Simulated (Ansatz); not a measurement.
Starting cell, Y (hcp, Mg type):

```
Y
1.0
    3.65568     0.00000     0.00000
   -1.82784     3.16591     0.00000
    0.00000     0.00000     5.67880
Y
2
Cartesian
  0.00000   2.11061   4.25910
  1.82784   1.05530   1.41970
```

The atoms are displaced by Q × the pattern below (from a DFPT mode at Γ, largest move 1; Q in Å), at fixed cell. It is one choice among 2 degenerate patterns.

| atom | x | y | z |
|---|---|---|---|
| Y1 | 0.000 | 1.000 | 0.000 |
| Y2 | 0.000 | -1.000 | 0.000 |

Calculation: PBE (plane waves to 420 eV, PAW, scalar-relativistic; Ansatz, an electronic-structure program). k mesh 15×15×8 (Γ-centred), Fermi-Dirac smearing 0.05 eV. Energies are smeared free energies. With partly filled bands, energies and forces of such displacements shift with the k mesh and the smearing. The PAW data are Ansatz's earlier set. Y is run without spin polarisation. Y was relaxed with its symmetry unable to fall. The zero of ΔE is the undisplaced structure. The last digit holds for this mesh only.

```
Q (Å)   ΔE (meV/cell)
------  -------------
-0.180           71.4
-0.150           51.1
-0.120           33.6
-0.090           19.5
-0.060            8.9
-0.030            2.3
0.000             0.0
0.030             2.4
0.060             9.7
0.090            21.8
0.120        withheld
0.150            59.9
0.180            85.9
```

### Question
Fit a polynomial form (powers 2, 3, 4) to the given rows and predict ΔE at Q = 0.120.

### Answer
Least squares on the 12 given rows: ΔE = (2565)·Q² + (1268)·Q³ + (-4284)·Q⁴, in meV/cell with Q in Å; root-mean-square residual 0.17 meV/cell. At 0.120 the fit gives 38.2 meV/cell; the calculation gives 38.5 meV/cell, so the interpolation is off by -0.3 (-0.8 %). The quadratic term alone would give 36.9 meV/cell.

(For displaced atoms, the force is minus the slope of the energy, and its curvature is a force constant, which sets phonon frequencies.)
